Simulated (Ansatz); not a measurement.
Hf2Ni:
```yaml
crystal:
  lattice:
    - [-3.18732, 3.18732, 2.61705]
    - [3.18732, -3.18732, 2.61705]
    - [3.18732, 3.18732, -2.61705]
  atoms:
    - { symbol: Ni, position: [0.25000, 0.25000, 0.00000] }
    - { symbol: Ni, position: [0.75000, 0.75000, 0.00000] }
    - { symbol: Hf, position: [0.66519, 0.16519, 0.83038] }
    - { symbol: Hf, position: [0.16519, 0.33481, 0.50000] }
    - { symbol: Hf, position: [0.33481, 0.83481, 0.16962] }
    - { symbol: Hf, position: [0.83481, 0.66519, 0.50000] }
```

Relaxed with r²SCAN. Special points in fractions of this cell's reciprocal vectors: Γ (0.000, 0.000, 0.000); X (0.000, 0.000, 0.500); M (-0.500, 0.500, 0.500); Z (0.419, 0.419, -0.419); Z0 (-0.419, 0.581, 0.419); P (0.250, 0.250, 0.250); N (0.000, 0.500, 0.000).

**Question.** List the band energies nearest the Fermi level at these points for r²SCAN in the plane-wave PAW code Ansatz.

**Answer.** In eV from the Fermi level; about four levels below and three above (degenerate sets whole), none deeper than 8.9 eV; points with the same levels are listed once.

```json
[
 {"k": "Γ", "below": "-0.98 -0.98 -0.87 -0.23 -0.23", "above": "0.09 0.20 0.28 0.28"},
 {"k": "X", "below": "-0.88 -0.65 -0.48 -0.35", "above": "0.28 0.40 0.43"},
 {"k": "M", "below": "-0.99 -0.65 -0.65 -0.40", "above": "0.05 0.98 1.39"},
 {"k": "Z", "below": "-1.03 -0.73 -0.57 -0.57", "above": "0.19 1.33 1.44"},
 {"k": "P", "below": "-2.23 -2.23 -0.13 -0.13", "above": "0.02 0.02 0.03 0.03"},
 {"k": "N", "below": "-0.71 -0.71 -0.28 -0.28", "above": "0.70 0.70 1.02 1.02"}
]
```

Space group I4/mcm. The workflow started from an entry of the Crystallography Open Database (COD). Whether it is the stable phase at ambient conditions was not checked. The r²SCAN relaxation kept the symmetry of its start; its stability against distortions is not shown here. The workflow began spin-polarised and lost its moments. Scalar-relativistic: spin–orbit coupling is off unless named, which matters more the heavier the elements.

Potentials: the later of the program's two PAW sets.
